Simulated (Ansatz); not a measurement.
Clean, relaxed (100) surface of TiC, space group Fm-3m (No. 225) (top face towards +c; atoms held fixed, by place in the list: 1, 2, 3, 4, 5, 6, 7, 8, 9, 10, 11, 12, 13, 14, 15, 16):

```xyz
32
Lattice="6.0686 0.0000 0.0000 0.0000 6.0686 0.0000 0.0000 0.0000 23.4368" Properties=species:S:1:pos:R:3 pbc="T T T"
Ti    1.5172    1.5172    8.5000
Ti    1.5172    4.5515    8.5000
Ti    4.5515    1.5172    8.5000
Ti    4.5515    4.5515    8.5000
C     3.0343    3.0343    8.5000
C     3.0343    0.0000    8.5000
C     0.0000    3.0343    8.5000
C     0.0000    0.0000    8.5000
Ti    3.0343    3.0343   10.6456
Ti    3.0343    0.0000   10.6456
Ti    0.0000    3.0343   10.6456
Ti    0.0000    0.0000   10.6456
C     4.5515    4.5515   10.6456
C     4.5515    1.5172   10.6456
C     1.5172    4.5515   10.6456
C     1.5172    1.5172   10.6456
Ti    4.5515    4.5515   12.7688
Ti    4.5515    1.5172   12.7688
Ti    1.5172    4.5515   12.7688
Ti    1.5172    1.5172   12.7688
C     0.0000    0.0000   12.7925
C     0.0000    3.0343   12.7925
C     3.0343    0.0000   12.7925
C     3.0343    3.0343   12.7925
Ti    0.0000    0.0000   14.8692
Ti    0.0000    3.0343   14.8692
Ti    3.0343    0.0000   14.8692
Ti    3.0343    3.0343   14.8692
C     1.5172    1.5172   14.9897
C     1.5172    4.5515   14.9897
C     4.5515    1.5172   14.9897
C     4.5515    4.5515   14.9897
```

The calculation used Ansatz 0.2.0, DFT PBE+D3(BJ), scalar-relativistic, plane waves, PAW. Cutoff 420 eV; k points 5×5×1 on the computed 32-atom cell (Γ-centred); Gaussian smearing, width 0.10 eV; no spin polarisation. The cell repeats along c with a dipole correction in the vacuum.

E_ads counts from the clean slab and the free adsorbate (spin-polarised where it has unpaired electrons); negative means bound. With the adsorbate the cell is lengthened along c to keep the vacuum.

Task: CO is put at the top (C) at (0.75, 0.75) site, one adsorbate per 36.8 Å². What structure does it relax to?

Result: E_ads = -1.52 eV. Contacts: C–C 1.32 Å, C–Ti 2.77 Å, C–Ti 2.77 Å, C–Ti 2.77 Å. Bonds within the adsorbate: C–O 1.18 Å.

```yaml
crystal:
  lattice:
    - [6.06863, 0.00000, 0.00000]
    - [0.00000, 6.06863, 0.00000]
    - [0.00000, 0.00000, 26.58675]
  atoms:
    - { symbol: Ti, position: [0.25000, 0.25000, 0.31971] }
    - { symbol: Ti, position: [0.25000, 0.75000, 0.31971] }
    - { symbol: Ti, position: [0.75000, 0.25000, 0.31971] }
    - { symbol: Ti, position: [0.75000, 0.75000, 0.31971] }
    - { symbol: C, position: [0.50000, 0.50000, 0.31971] }
    - { symbol: C, position: [0.50000, 0.00000, 0.31971] }
    - { symbol: C, position: [0.00000, 0.50000, 0.31971] }
    - { symbol: C, position: [0.00000, 0.00000, 0.31971] }
    - { symbol: Ti, position: [0.50000, 0.50000, 0.40041] }
    - { symbol: Ti, position: [0.50000, 0.00000, 0.40041] }
    - { symbol: Ti, position: [0.00000, 0.50000, 0.40041] }
    - { symbol: Ti, position: [0.00000, 0.00000, 0.40041] }
    - { symbol: C, position: [0.75000, 0.75000, 0.40041] }
    - { symbol: C, position: [0.75000, 0.25000, 0.40041] }
    - { symbol: C, position: [0.25000, 0.75000, 0.40041] }
    - { symbol: C, position: [0.25000, 0.25000, 0.40041] }
    - { symbol: Ti, position: [0.75000, 0.75000, 0.47915] }
    - { symbol: Ti, position: [0.75000, 0.25000, 0.48019] }
    - { symbol: Ti, position: [0.25000, 0.75000, 0.48019] }
    - { symbol: Ti, position: [0.25000, 0.25000, 0.47915] }
    - { symbol: C, position: [0.99910, 0.99910, 0.48187] }
    - { symbol: C, position: [0.99910, 0.50090, 0.48187] }
    - { symbol: C, position: [0.50090, 0.99910, 0.48187] }
    - { symbol: C, position: [0.50090, 0.50090, 0.48187] }
    - { symbol: Ti, position: [0.00788, 0.00788, 0.55869] }
    - { symbol: Ti, position: [0.00788, 0.49212, 0.55869] }
    - { symbol: Ti, position: [0.49212, 0.00788, 0.55869] }
    - { symbol: Ti, position: [0.49212, 0.49212, 0.55869] }
    - { symbol: C, position: [0.25000, 0.25000, 0.56322] }
    - { symbol: C, position: [0.25000, 0.75000, 0.56342] }
    - { symbol: C, position: [0.75000, 0.25000, 0.56342] }
    - { symbol: C, position: [0.75000, 0.75000, 0.57168] }
    - { symbol: C, position: [0.75000, 0.75000, 0.62144] }
    - { symbol: O, position: [0.75000, 0.75000, 0.66589] }
```

Each end is the local minimum or symmetric point that its start leads to. The slab is only 6.4 Å thick, so the energies aren't converged with thickness.